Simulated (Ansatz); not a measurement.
The elements of this relaxed trial crystal are hidden behind letters.

```
lattice vectors (Å)
   4.0537    0.0000    0.0000
   0.0000    4.0537    0.0000
   0.0000    0.0000    4.0537
fractional positions
X 0.2653 0.2653 0.2653
X 0.7347 0.7347 0.2653
X 0.7347 0.2653 0.7347
X 0.2653 0.7347 0.7347
Z 0.0000 0.0000 0.0000
```

Computed with Ansatz 0.2.0, DFT PBE, scalar-relativistic, plane waves, PAW. The final run on the 5-atom cell used 420 eV, a Γ-centred 10×10×10 mesh, 0.10 eV smearing and no spin polarisation.

```
Space group                                 : P-43m (No. 215)
Conventional cell                           : a = 4.054 Å
Volume per atom                             : 13.32 Å³
Density                                     : 6.54 g/cm³
Energy over the elements                    : +0.18 eV/atom
Gap on the 10×10×10 mesh of the 5-atom cell : 0 eV (a metal)
```

Energies are uncorrected and count from the elements' standard states at the same level.

Task: X is a d-block element of period 4 and Z is an s-block element of period 1. Which elements are they?

Result: X = Zn, Z = H, so the formula is Zn4H. Density times volume gives a mean mass of 6.54 × 13.32/1.6605 = 52.5 u per atom, and this set has 52.5 u. Among the elements that the hints allow, only these give it. Zn has 1 H at 1.86 Å; H has 4 Zn at 1.86 Å.

The cell is a metal run without spin; a magnetic state may lie lower. Symmetry constrained the relaxation, so the result can be a saddle point.
